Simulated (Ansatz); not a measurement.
Input and command of a plane-wave DFT calculation in Ansatz:

```yaml
crystal:
  lattice:
    - [6.0074565198, 0.0, 0.0]
    - [-3.0037282599, 8.2194200708, 0.0]
    - [0.0, 0.0, 24.7129271105]
  atoms:
    - { symbol: B, position: [0.7084677959, 0.4169355918, 0.3237172174] }
    - { symbol: B, position: [0.7084677959, 0.9169355918, 0.3237172174] }
    - { symbol: B, position: [0.2084677959, 0.4169355918, 0.3237172174] }
    - { symbol: B, position: [0.2084677959, 0.9169355918, 0.3237172174] }
    - { symbol: Ti, position: [0.350161355, 0.2003227101, 0.3372990305] }
    - { symbol: Ti, position: [0.3501613551, 0.7003227101, 0.3372990305] }
    - { symbol: Ti, position: [0.8501613551, 0.2003227101, 0.3372990305] }
    - { symbol: Ti, position: [0.8501613551, 0.7003227101, 0.3372990305] }
    - { symbol: B, position: [0.4918549143, 0.4837098285, 0.3508808436] }
    - { symbol: B, position: [0.4918549143, 0.9837098285, 0.3508808436] }
    - { symbol: B, position: [0.9918549142, 0.4837098285, 0.3508808436] }
    - { symbol: B, position: [0.9918549142, 0.9837098285, 0.3508808436] }
    - { symbol: B, position: [0.0586291509, 0.6172583019, 0.4052080957] }
    - { symbol: B, position: [0.0586291509, 0.1172583019, 0.4052080957] }
    - { symbol: B, position: [0.558629151, 0.6172583019, 0.4052080957] }
    - { symbol: B, position: [0.558629151, 0.1172583019, 0.4052080957] }
    - { symbol: Ti, position: [0.7003227101, 0.4006454202, 0.4187899087] }
    - { symbol: Ti, position: [0.7003227101, 0.9006454202, 0.4187899087] }
    - { symbol: Ti, position: [0.2003227101, 0.4006454202, 0.4187899087] }
    - { symbol: Ti, position: [0.2003227101, 0.9006454202, 0.4187899087] }
    - { symbol: B, position: [0.8420162693, 0.6840325386, 0.4323717217] }
    - { symbol: B, position: [0.8420162693, 0.1840325386, 0.4323717217] }
    - { symbol: B, position: [0.3420162693, 0.6840325386, 0.4323717217] }
    - { symbol: B, position: [0.3420162693, 0.1840325386, 0.4323717217] }
    - { symbol: B, position: [0.4086353422, 0.8174300269, 0.4877372667] }
    - { symbol: B, position: [0.4086353422, 0.3174300269, 0.4877372667] }
    - { symbol: B, position: [0.9086353422, 0.8174300269, 0.4877372667] }
    - { symbol: B, position: [0.9086353422, 0.3174300269, 0.4877372667] }
    - { symbol: Ti, position: [0.0502730043, 0.6007787789, 0.4997073978] }
    - { symbol: Ti, position: [0.0502730043, 0.1007787789, 0.4997073978] }
    - { symbol: Ti, position: [0.5502730043, 0.6007787789, 0.4997073978] }
    - { symbol: Ti, position: [0.5502730043, 0.1007787789, 0.4997073978] }
    - { symbol: B, position: [0.1926499455, 0.885462681, 0.5152662491] }
    - { symbol: B, position: [0.1926499455, 0.385462681, 0.5152662491] }
    - { symbol: B, position: [0.6926499455, 0.885462681, 0.5152662491] }
    - { symbol: B, position: [0.6926499455, 0.385462681, 0.5152662491] }
    - { symbol: B, position: [0.7604825719, 0.0211022831, 0.5731005414] }
    - { symbol: B, position: [0.7604825719, 0.5211022831, 0.5731005414] }
    - { symbol: B, position: [0.2604825719, 0.0211022831, 0.5731005414] }
    - { symbol: B, position: [0.2604825719, 0.5211022831, 0.5731005414] }
    - { symbol: Ti, position: [0.3995270096, 0.799249808, 0.5812603706] }
    - { symbol: Ti, position: [0.3995270096, 0.299249808, 0.5812603706] }
    - { symbol: Ti, position: [0.8995270096, 0.799249808, 0.5812603706] }
    - { symbol: Ti, position: [0.8995270096, 0.299249808, 0.5812603706] }
    - { symbol: B, position: [0.548471117, 0.0971205534, 0.5928606211] }
    - { symbol: B, position: [0.548471117, 0.5971205534, 0.5928606211] }
    - { symbol: B, position: [0.048471117, 0.0971205534, 0.5928606211] }
    - { symbol: B, position: [0.048471117, 0.5971205534, 0.5928606211] }
    - { symbol: H, position: [0.5694935662, 0.4724908815, 0.6737899255] }
    - { symbol: H, position: [0.4918295131, 0.3846389081, 0.6737899255] }
basis:
  ecutwfc: 420
kpoints:
  mp_grid: { grid: [4, 3, 1] }
hamiltonian:
  xc: pbe
  dispersion: d3bj
scf:
  occupations: { method: gaussian, width: 0.1 }
output:
  forces: true
  eigenvalues: true
  write_density: true
  write_potential: true
  elf: true
  volumetric_format: npy
relax:
  adjacent_minimum: "off"
  f_tol: 0.04
  max_steps: 100
  constraints:
    - { sites: [0, 1, 2, 3, 4, 5, 6, 7, 8, 9, 10, 11, 12, 13, 14, 15, 16, 17, 18, 19, 20, 21, 22, 23] }
efield:
  axis: 3
  dipole_correction: true
  ramp_width: 0.04
```

```bash
ansatz run input.yaml --threads 4 --pin off --max-ram 12288MiB --backend cpu --events-out ev --progress --plain --runs-dir out
```

Processor: Intel(R) Xeon(R) Platinum 8488C (Sapphire Rapids), 4 threads, on a host shared with other jobs.

Question: How long does it run, and how much memory does it take?

Answer: About 11 min on 4 threads of Intel(R) Xeon(R) Platinum 8488C (Sapphire Rapids), on a shared host, peak memory 5 GiB. It solves 195 bands at 7 k points (the mesh reduced by the symmetry that the task leaves, which can be less than the crystal's) with about 23855 plane waves, in 94 SCF iterations over 16 ionic steps.
